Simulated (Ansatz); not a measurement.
Input:

HfO2:
```
CELL_PARAMETERS angstrom
      5.09592     0.00000     0.00000
      0.00000     5.17687     0.00000
     -0.88059     0.00000     5.19685
ATOMIC_POSITIONS crystal
  Hf 0.27715 0.04294 0.20819
  Hf 0.72285 0.54294 0.29181
  Hf 0.72285 0.95706 0.79181
  Hf 0.27715 0.45706 0.70819
  O  0.07122 0.33730 0.34092
  O  0.92878 0.83730 0.15908
  O  0.92878 0.66270 0.65908
  O  0.07122 0.16270 0.84092
  O  0.44713 0.75818 0.48001
  O  0.55287 0.25818 0.01999
  O  0.55287 0.24182 0.51999
  O  0.44713 0.74182 0.98001
```

This is the PBEsol-relaxed structure. Tensor components refer to the Cartesian frame of this cell.

All from the program Ansatz at the PBEsol level (PAW), unless another level is named. Give the formation energy from the elements (no fitted shifts).

-3.52 eV/atom.

Predict the HSE06 gap on the PBEsol cell.

5.67 eV.

And the smallest direct gap on the standard path?

4.06 eV.

And the hole effective mass?

1.9 along y, 2.5 along z (mₑ).

Give the valence-band maximum.

at Γ.

Space group P2_1/c. The PBEsol relaxation kept the symmetry of its start. The run is not spin-polarised. The references are the lowest solids computed at this level, not always the standard phases (solids in place of the gases). Scalar-relativistic: spin–orbit coupling is off unless named, which matters more the heavier the elements.

Potentials: the later of the program's two PAW sets.
